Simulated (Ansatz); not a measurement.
Bi$_{2}$SO$_{2}$:
```yaml
crystal:
  lattice:
    - [3.82307, 0.00000, 0.00000]
    - [0.00000, 11.90603, 0.00000]
    - [0.00000, 0.00000, 3.81924]
  atoms:
    - { symbol: Bi, position: [0.47257, 0.85771, 0.50000] }
    - { symbol: Bi, position: [0.52743, 0.14229, 0.50000] }
    - { symbol: Bi, position: [0.97257, 0.64229, 0.00000] }
    - { symbol: Bi, position: [0.02743, 0.35771, 0.00000] }
    - { symbol: S, position: [0.00000, 0.00000, 0.00000] }
    - { symbol: S, position: [0.50000, 0.50000, 0.50000] }
    - { symbol: O, position: [0.47999, 0.74990, 0.00000] }
    - { symbol: O, position: [0.52001, 0.25010, 0.00000] }
    - { symbol: O, position: [0.97999, 0.75010, 0.50000] }
    - { symbol: O, position: [0.02001, 0.24990, 0.50000] }
```

This is the PBEsol-relaxed structure. Cartesian axes are those of the cell as given.

Task: All from plane-wave PAW PBEsol (Ansatz code), unless another level is named. Estimate the band gap.

Result: 0.77 eV (indirect).

Task: And the formation energy from the elements (no fitted shifts)?

Result: -1.00 eV/atom.

Task: Next, the smallest direct gap on the standard path?

Result: 1.10 eV.

Task: And the electron effective mass with spin–orbit coupling?

Result: 0.15, 0.15, 0.34 mₑ (principal values).

Task: Predict the valence-band maximum.

Result: at S (k = 0.500, 0.500, 0.000 in fractions of the reciprocal vectors).

Task: What about the conduction-band minimum?

Result: at Γ.

Space group Pnnm. The workflow started from a Materials Project entry (that database holds measured and hypothetical structures alike); the Crystallography Open Database copy checked does not list it. Whether it is the stable phase at ambient conditions was not checked. The PBEsol relaxation kept the symmetry of its start; whether a distortion lowers the energy is not shown. The references are the lowest solids computed at this level, not always the standard phases (solids in place of the gases). Spin–orbit coupling is left out wherever it is not named.

Potentials: the later of the program's two PAW sets.
